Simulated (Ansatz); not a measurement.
AlN (wurtzite)

```
CELL_PARAMETERS angstrom
      3.13030     0.00000     0.00000
     -1.56515     2.71092     0.00000
      0.00000     0.00000    10.03603
ATOMIC_POSITIONS crystal
  Al 0.66667 0.33333 0.00169
  Al 0.66667 0.33333 0.50169
  Al 0.33333 0.66667 0.25169
  Al 0.33333 0.66667 0.75169
  N  0.66667 0.33333 0.31091
  N  0.66667 0.33333 0.81091
  N  0.33333 0.66667 0.06091
  N  0.33333 0.66667 0.56091
```

The atoms are displaced by Q × the pattern below (from a DFPT mode at A = (0.0, 0.0, 0.5), largest move 1; Q in Å), at fixed cell. It is one choice among 2 degenerate patterns. (q is in reciprocal vectors of the primitive cell; the cell shown is doubled to hold the pattern.)

```tsv
atom	x	y	z
Al1	0.000	0.000	-0.477
Al2	0.000	0.000	0.477
Al3	0.000	0.000	-0.164
Al4	0.000	0.000	0.164
N5	0.000	0.000	-0.434
N6	0.000	0.000	0.434
N7	0.000	0.000	1.000
N8	0.000	0.000	-1.000
```

Computed with PBE (plane waves to 420 eV, PAW, scalar-relativistic; Ansatz, a first-principles code). k mesh 12×12×4 (Γ-centred), Fermi-Dirac smearing 0.05 eV. Energies are smeared free energies. AlN was relaxed with its symmetry unable to fall. The zero of ΔE is the undisplaced structure.

| Q (Å) | ΔE (meV/cell) |
|---|---|
| -0.2800 | withheld |
| -0.2333 | 3067 |
| -0.1867 | 1957 |
| -0.1400 | 1099 |
| -0.0933 | 487 |
| -0.0467 | 122 |
| 0.0000 | 0 |
| 0.0467 | 122 |
| 0.0933 | 487 |
| 0.1400 | 1099 |
| 0.1867 | 1957 |
| 0.2333 | 3067 |
| 0.2800 | withheld |

Fit an even polynomial form (powers 2, 4) to the given rows and predict ΔE at Q = 0.2800.

Least squares on the 11 given rows: ΔE = (55860)·Q² + (8971)·Q⁴, in meV/cell with Q in Å; root-mean-square residual 0.5 meV/cell. At 0.2800 the fit gives 4435 meV/cell; the calculation gives 4434 meV/cell, so the extrapolation is off by 1 (+0.0 %). The quadratic term alone would give 4379 meV/cell.

(A displaced cell: forces are minus the slopes of the energy, force constants its curvatures, and phonons follow from these.)
